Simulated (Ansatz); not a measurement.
**Ge₂W, a database entry at a rescaled volume**

```
W Ge
1.0
    -1.63791    1.63791    4.40065
     1.63791   -1.63791    4.40065
     1.63791    1.63791   -4.40065
W Ge
1 2
Direct
  0.00000 0.00000 0.00000
  0.33300 0.33300 0.00000
  0.66700 0.66700 0.00000
```

Level: r2SCAN, no spin polarisation; 500 eV; 11×11×11 Γ-centred mesh; fermi-dirac occupations (width 0.0123 eV); Ansatz 0.2.0, fixed geometry.

(1) Metal or insulator?

(2) How is the charge shared?

(3) What does the stress say?

(4) What do density and ELF say about some of the short contacts?

Origin: a database entry at a rescaled volume.

Answers

(1) It is a metal, with about 1.1 states/eV a cell as the mean within 0.25 eV of the Fermi level, mostly W d (70 %) and Ge p (20 %).

(2) Bader charges in e: Ge -0.20, W +0.40. In the mean W gives up most and Ge takes most, against the order of Pauling's electronegativities.

(3) The pressure is -7.9 GPa (compression positive), so with the atoms held at these fractions the cell would first shrink; the forces are large, so a full relaxation may end otherwise. The principal stresses -22.5, -0.6, -0.6 GPa differ, so its shape would change too.

(4) Ge–Ge at 2.74 Å: least valence density 0.28 e/Å³ and ELF 0.45 there. W–Ge at 2.74 Å: least valence density 0.35 e/Å³ and ELF 0.50 there. These are pseudo-fields; inside the PAW spheres they differ from the all-electron ones.
